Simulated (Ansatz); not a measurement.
A frame of Si₈BC₈N from dynamics at 4000 K, with the forces (eV/Å) computed on a k mesh in the last three columns. Theory: Ansatz 0.2.0, DFT PBE, scalar-relativistic, plane waves, PAW.

Settings: cutoff 420 eV, Γ-centred mesh 4×4×4 on the computed 18-atom cell, Fermi–Dirac smearing of 0.34 eV; no spin polarisation.

```xyz
18
Lattice="5.586 -0.113 -0.041 -0.113 5.719 -0.011 -0.041 -0.011 6.073" Properties=species:S:1:pos:R:3:forces:R:3 pbc="T T T"
Si    3.917    4.141    4.522    0.950   -2.710    0.640
Si    2.070    0.560    0.708    1.000    1.170   -0.580
Si    5.368    0.721    2.237    0.540    0.960    3.250
Si    2.599    1.653    3.848    2.490    4.890    1.000
Si    3.275    3.807    1.846    0.690    0.260   -2.060
Si    0.741    2.745    4.393   -0.350    1.980   -1.200
Si    0.462    4.292    0.496   -1.500   -4.070    2.090
Si    4.826    2.158    0.318    1.190    1.810    1.560
C     4.078    5.567    3.491    0.900    3.640   -0.090
C     4.776    5.126    1.170   -3.730   -0.630   -2.160
C     4.051    0.320    0.265   -2.640   -2.680    4.270
C     0.753    1.209    5.375    0.740    1.060    2.130
C     1.549    4.887    5.470    0.000    1.360    1.420
C     1.602    0.590    2.579    0.310    1.330   -2.890
C     1.652    4.599    4.198    1.390   -2.310   -0.610
C     4.164    0.940    5.191   -0.150    0.700   -4.520
B     2.531    5.635    3.500   -0.680   -5.310   -3.320
N     3.838    2.912    3.196   -1.160   -1.460    1.060
```

Static pressure 20.2 GPa (no kinetic part), no gap on the mesh.

Counting as bonded all pairs within 1.2 times the summed covalent radii:

| atom → neighbour | mean count | mean length (Å) | spread (Å) |
| --- | --- | --- | --- |
| B → C | 3.00 | 1.54 | 0.01 |
| B → Si | 2.00 | 2.02 | 0.26 |
| C → B | 0.38 | 1.54 | 0.01 |
| C → C | 0.75 | 1.39 | 0.11 |
| C → Si | 2.25 | 1.93 | 0.14 |
| N → Si | 3.00 | 1.80 | 0.07 |
| Si → B | 0.25 | 2.02 | 0.26 |
| Si → C | 2.25 | 1.93 | 0.14 |
| Si → N | 0.38 | 1.80 | 0.07 |
| Si → Si | 1.25 | 2.43 | 0.13 |

Angles between all pairs of such bonds at an atom (mean ± spread): 106 ± 33° at B, 111 ± 22° at C, 107 ± 5° at N, 99 ± 31° at Si.

Spin polarisation was left out, and a magnetic state may lie lower.

Cost: 1 run of about 1 core-minutes, on Arm Neoverse V1 (shared hosts).